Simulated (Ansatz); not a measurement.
# SrCuO3: do energies and stresses tell the same story?

The calculation used DFT r2SCAN, scalar-relativistic, plane waves, PAW (Ansatz 0.2.0).

Settings: cutoff 500 eV, Γ-centred mesh 10×10×10 on the computed 5-atom cell, Gaussian smearing of 0.10 eV; no spin polarisation.

Relaxed cell: Pm-3m, a = 3.831 Å, b = 3.831 Å, c = 3.831 Å, α = 90.00°, β = 90.00°, γ = 90.00°, 5 atoms in the primitive cell. Whether it is the stable form of this composition wasn't checked.

Energies at zero smearing and pressures from the stress tensor, at volumes with shape and atoms relaxed:
```
V (Å³/atom) E − E(first) (meV/atom) P (GPa)
     10.567                     0.00    10.85
     10.905                   -16.55     4.98
     11.242                   -21.69     0.01
     11.579                   -17.20    -4.20
     11.916                    -4.55    -7.75
```

**Question.** Check P = −dE/dV between neighbouring volumes, and get the bulk modulus from the pressures alone.

**Answer.** With 1 eV/Å³ = 160.2 GPa:
| middle V (Å³/atom) | −ΔE/ΔV (GPa) | mean P (GPa) |
| --- | --- | --- |
| 10.736 | 7.862 | 7.916 |
| 11.073 | 2.445 | 2.493 |
| 11.410 | -2.135 | -2.095 |
| 11.748 | -6.011 | -5.976 |

The two differ by 0.05 GPa at most. The mean of two end pressures misses the average over a step by about ΔV² P″/12, up to 0.08 GPa here; with that taken off 0.03 GPa remains. The stress is the derivative of the free energy, not of the energy at zero smearing, and with free energies 0.00 GPa remains. Around V = 11.242 Å³/atom, the two neighbours give B = −V ΔP/ΔV = 11.242 × 9.18 / 0.675 = 152.9 GPa, against B0 = 152.2 GPa from the Birch–Murnaghan fit of the energies.

Spin polarisation was left out, and a magnetic state may lie lower.

A ferromagnetic start lost its moments in a first run, so spin was left out; other magnetic orders weren't tried.

Symmetry holds off the tilts and polar distortions that many cubic perovskites undergo.